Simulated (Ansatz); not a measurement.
Total density of states per atom from the program Ansatz at the r²SCAN level (PAW), in 0.25 eV bins, energy from the valence-band maximum:

(E (eV), states/eV/atom): (-4.95, 0.00); (-4.70, 1.08); (-4.45, 0.67); (-4.20, 0.87); (-3.95, 1.22); (-3.70, 1.27); (-3.45, 0.78); (-3.20, 0.61); (-2.95, 0.58); (-2.70, 0.74); (-2.45, 0.74); (-2.20, 1.00); (-1.95, 0.80); (-1.70, 0.64); (-1.45, 0.72); (-1.20, 0.69); (-0.95, 1.00); (-0.70, 1.20); (-0.45, 0.84); (-0.20, 0.54); (0.05, 0.03); (0.30, 0.00); (0.55, 0.00); (0.80, 0.00); (1.05, 0.00); (1.30, 0.00); (1.55, 0.00); (1.80, 0.00); (2.05, 0.00); (2.30, 0.00); (2.55, 0.01); (2.80, 0.05); (3.05, 0.13); (3.30, 0.52); (3.55, 1.39); (3.80, 1.11); (4.05, 2.14); (4.30, 0.62); (4.55, 0.73); (4.80, 0.85); (5.05, 0.32); (5.30, 0.15); (5.55, 0.19); (5.80, 0.45); (6.05, 0.43); (6.30, 0.52); (6.55, 0.62); (6.80, 0.61); (7.05, 0.76); (7.30, 0.51)

### Question
Which of these materials gives this?
(A) ZrO2, Pnma (Zr on 4c, O on 4c, O on 4c)
(B) HfSiO4, I4_1/amd (O on 16h, Si on 4b, Hf on 4a)
(C) BiClO, P4/nmm (Bi on 2c, Cl on 2c, O on 2a)
(D) TiO2, anatase

### Answer
D, TiO2, anatase. Top 1 eV of the valence band: O 2p 94 %. Bottom 1 eV of the conduction band: Ti 3d 93 %, O 2p 5 %. Projections are on Löwdin-orthogonalised atomic valence shells; empty p or d shells of many metals are not among them.

Symmetry was held in the r²SCAN relaxation. No spin polarisation was allowed.

Potentials: the later of the program's two PAW sets.
